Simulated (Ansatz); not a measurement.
Question: Name crystals whose computed values (plane-wave PAW HSE06 (Ansatz code)) fall in these windows: gap (eV) 0.12 to 0.15; B₀ by P(V) fit (GPa) 170 to 220.

Answer: 

```json
[
 {"crystal": "VN, zinc blende", "gap (eV)": "0.13", "B₀ by P(V) fit (GPa)": "197"}
]
```
Others may fit too.

Spin orders computed, not proven ground states: VN, zinc blende ferromagnetic. Not the usual ambient phase: VN, zinc blende. The cell was relaxed under the symmetry of its start.

Potentials: the later of the program's two PAW sets.
